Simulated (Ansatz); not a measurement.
A generated cell, not matched to a known phase here, of CO2: P3₁21 (No. 152), hP9; a = b = 4.019 Å, c = 4.579 Å, α = β = 90.00°, γ = 120.00°; C 3a (0.536, 0.536, 0.000); O 6c (0.392, 0.287, 0.237). Computed with r2SCAN (plane waves to 500 eV, PAW, scalar-relativistic; Ansatz, a quantum-chemistry and plane-wave program). Element references, the lowest calculated here: C (R-3m), O (C2/m, ferromagnetic, forced by one molecule a cell; α-O2 is antiferromagnetic); gases are represented by their molecular solids.

### Question
Give the formation energy of this P3₁21 form of CO2 from the elements at the level r2SCAN.

### Answer
-0.77 eV/atom.

A lower structure of this composition may exist. Known forms of CO2 include space group No. 205.

Static energies, no anion corrections, no zero-point energy. Values are rounded to 0.01 eV/atom. Not shown to be the ambient phase of their composition (a lower form may be missing, and a cell relaxed within its start's symmetry can be a saddle point): CO2 (P3₁21). The compounds carry no spin polarisation.
